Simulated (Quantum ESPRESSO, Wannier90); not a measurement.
# Wannier functions of SnO₂ (Pnnm)

```
begin unit_cell_cart
ang
    4.7880000000    0.0000000000    0.0000000000
    0.0000000000    4.8665800000    0.0000000000
    0.0000000000    0.0000000000    3.2409000000
end unit_cell_cart
begin atoms_frac
Sn   0.5000000000  0.5000000000  0.5000000000
Sn   0.0000000000  0.0000000000  0.0000000000
O    0.2918500000  0.3210400000  0.0000000000
O   -0.2918500000 -0.3210400000  0.0000000000
O   -0.2081500000  0.1789600000  0.5000000000
O    0.2081500000 -0.1789600000  0.5000000000
end atoms_frac
```

Materials Project entry mp-550172; symmetrised, unrelaxed at this level. Not found in the COD (Crystallography Open Database) copy used, which has the formula in other groups; not checked further. Computed values, not measurements, from PBEsol: Quantum ESPRESSO (norm-conserving PseudoDojo potentials, cutoff 68 Ry, spinors with spin-orbit coupling) on a Γ-centred 4×4×6 mesh, then Wannier90. Density: 6×6×10 mesh, Gaussian smearing 0.01 Ry.

A tight-binding model is made by disentanglement and projection with no localisation steps (num_iter = 0), so the 48 orbitals stay atom-like: hydrogen-like Sn: s;p; O: s;p, axes along x, y, z; frozen window up to 5.72 eV relative to the valence-band maximum. It follows pw.x to 0.5 meV rms for states up to 1.7 eV relative to the valence-band maximum. Matrix elements depend on this choice of orbitals and windows.

The 20 largest hoppings ⟨m,0|H|n,R⟩ between different sites (one of each Hermitian pair; signs follow the real orbitals' lobes; the list may end inside a set of equal values):

```tsv
m	n	R	distance of the centres (Å)	t (eV)	Im t (eV)
Sn1 py↑	O5 px↑	1 0 0	2.10	-1.777	-0.010
Sn1 py↑	O6 px↑	0 1 0	2.10	-1.777	-0.010
O4 px↓	Sn2 py↓	0 0 0	2.10	1.777	-0.010
O3 px↓	Sn2 py↓	0 0 0	2.10	1.777	-0.010
Sn1 py↓	O6 px↓	0 1 0	2.10	-1.777	0.010
O4 px↑	Sn2 py↑	0 0 0	2.10	1.777	0.010
Sn1 py↓	O5 px↓	1 0 0	2.10	-1.776	0.010
O3 px↑	Sn2 py↑	0 0 0	2.10	1.776	0.010
O3 py↑	Sn2 px↑	0 0 0	2.11	1.766	-0.014
Sn1 px↓	O5 py↓	1 0 0	2.11	-1.766	-0.015
O4 py↑	Sn2 px↑	0 0 0	2.11	1.766	-0.014
Sn1 px↓	O6 py↓	0 1 0	2.11	-1.766	-0.014
Sn1 px↑	O6 py↑	0 1 0	2.11	-1.766	0.014
Sn1 px↑	O5 py↑	1 0 0	2.11	-1.766	0.015
O3 py↓	Sn2 px↓	0 0 0	2.11	1.766	0.015
O4 py↓	Sn2 px↓	0 0 0	2.11	1.766	0.015
O5 pz↓	Sn2 s↓	0 0 1	2.10	-1.740	0.000
Sn1 s↑	O4 pz↑	1 1 1	2.10	1.740	0.000
O3 pz↓	Sn1 s↓	0 0 0	2.10	-1.740	0.000
O5 pz↑	Sn2 s↑	0 0 0	2.10	1.740	0.000
```
